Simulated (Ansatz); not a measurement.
SrTiO3 (cubic perovskite)

```xyz
5
Lattice="3.8914 0.0000 0.0000 0.0000 3.8914 0.0000 0.0000 0.0000 3.8914" Properties=species:S:1:pos:R:3 pbc="T T T"
Sr     0.0000     0.0000     0.0000
Ti     1.9457     1.9457     1.9457
O      0.0000     1.9457     1.9457
O      1.9457     1.9457     0.0000
O      1.9457     0.0000     1.9457
```

This relaxed cell (volume V₀) is scaled evenly in all directions, its shape held. Symmetry pins the atoms to their sites.

These are PBEsol (plane waves to 420 eV, PAW, scalar-relativistic; Ansatz, a program for electronic structure) values and carry that method's errors. k mesh 9×9×9 (Γ-centred), Fermi-Dirac smearing 0.05 eV. Energies are smeared free energies. Stress and pressure are positive under compression. SrTiO3 is run without spin polarisation. SrTiO3 was relaxed with its symmetry unable to fall. The PAW data are Ansatz's earlier set. The zero of ΔE is the relaxed starting cell.

```json
[
 {"V (Å³/atom)": "10.607", "ΔE (meV/atom)": "82.8"},
 {"V (Å³/atom)": "10.843", "ΔE (meV/atom)": "50.9"},
 {"V (Å³/atom)": "11.078", "ΔE (meV/atom)": "27.6"},
 {"V (Å³/atom)": "11.314", "ΔE (meV/atom)": "11.8"},
 {"V (Å³/atom)": "11.550", "ΔE (meV/atom)": "2.8"},
 {"V (Å³/atom)": "11.786", "ΔE (meV/atom)": "0.0"},
 {"V (Å³/atom)": "12.021", "ΔE (meV/atom)": "2.6"},
 {"V (Å³/atom)": "12.257", "ΔE (meV/atom)": "10.2"},
 {"V (Å³/atom)": "12.493", "ΔE (meV/atom)": "withheld"},
 {"V (Å³/atom)": "12.728", "ΔE (meV/atom)": "38.2"},
 {"V (Å³/atom)": "12.964", "ΔE (meV/atom)": "57.7"}
]
```

Fit a third-order Birch-Murnaghan form (E₀, V₀, B₀, B₀′ free) to the given rows and predict ΔE at V = 12.493.

Least squares on the 10 given rows: ΔE = E₀ + (9V₀B₀/16)·y²·[2 + (B₀′ − 4)y], y = (V₀/V)^(2/3) − 1, with V₀ = 11.785 Å³/atom, B₀ = 186.4 GPa (160.2 GPa = 1 eV/Å³; the term in eV is multiplied by 1000), B₀′ = 4.39, E₀ = -0.02 meV/atom; root-mean-square residual 0.04 meV/atom. At 12.493 the fit gives 22.3 meV/atom; the calculation gives 22.2 meV/atom, so the interpolation is off by 0.1 (+0.5 %). For the pressure the fit gives -9.6 GPa against the computed -9.5 GPa.

(A scan under strain: stresses follow from slopes of the energy per volume, elastic moduli from its curvatures.)
